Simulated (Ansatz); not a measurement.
One stationary structure of TePb. Space group Fm-3m (No. 225), rock salt type. Method: r2SCAN (plane waves to 500 eV, PAW, scalar-relativistic; Ansatz, a program for electronic structure).

Space group Fm-3m (No. 225); a = b = c = 6.5347 Å, α = β = γ = 90.00°

```csv
atom,site,symmetry,x,y,z
Pb,4a,m-3m,0.0000,0.0000,0.0000
Te,4b,m-3m,0.5000,0.5000,0.5000
```
(The calculation used a cell of 2 atoms; values per cell refer to that cell.)

Question: Estimate the band gap that r2SCAN returns for this input.

Answer: 1.09 eV, direct at L (no spin-orbit coupling).

No spin polarisation in the result. Without spin-orbit coupling the bands of the heavy element are not split, so the gap can be far off.

Measured for TePb: gap 0.19 eV (0 K or low temperature; as listed in arXiv:2302.06325). Computed minus measured — gap: r2SCAN +0.90 eV. The computed values are for a static lattice, and a measured gap can be an optical one, lowered by exciton binding.

The run could not lose the symmetry of its start.
